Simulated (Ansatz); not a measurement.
## Notes on Be5Tl

```
CELL_PARAMETERS angstrom
0.00000 3.22175 3.22175
3.22175 0.00000 3.22175
3.22175 3.22175 0.00000
ATOMIC_POSITIONS crystal
Be 0.62500 0.62500 0.62500
Be 0.12500 0.62500 0.62500
Be 0.62500 0.62500 0.12500
Be 0.62500 0.12500 0.62500
Tl 0.00000 0.00000 0.00000
Be 0.25000 0.25000 0.25000
```

Level: r2SCAN, no spin polarisation; 500 eV; 9×9×9 Γ-centred mesh; fermi-dirac occupations (width 0.1 eV); Ansatz 0.2.0, fixed geometry.

(1) Where is the largest force?

(2) What is the formation energy?

(3) Is there a gap?

(4) What does the stress say?

(5) Which element gives electrons and which takes them?

Origin: a known structure type with other elements, at an estimated volume, so it need not be a known compound.

## Answers

(1) The largest is on Be3 (and as large on other atoms): 0.48 eV/Å, components (0.28, 0.28, -0.28). It makes 145° with the line to a nearest neighbour, Be1 at 2.28 Å, pointing away from it.

(2) 0.55 eV an atom against the elements' usual phases (free molecules for gases, crystals otherwise, with no correction for O₂ or N₂), so at this geometry it isn't bound against them. Relaxing would lower it.

(3) It is a metal, with about 1.6 states/eV a cell as the mean within 0.25 eV of the Fermi level.

(4) The pressure is 0.5 GPa (compression positive), so with the atoms held at these fractions the cell would first expand.

(5) Bader charges in e: Be +0.65 to +1.06, Tl -1.22. In the mean Be gives up most and Tl takes most. There are 6 density maxima away from the nuclei.
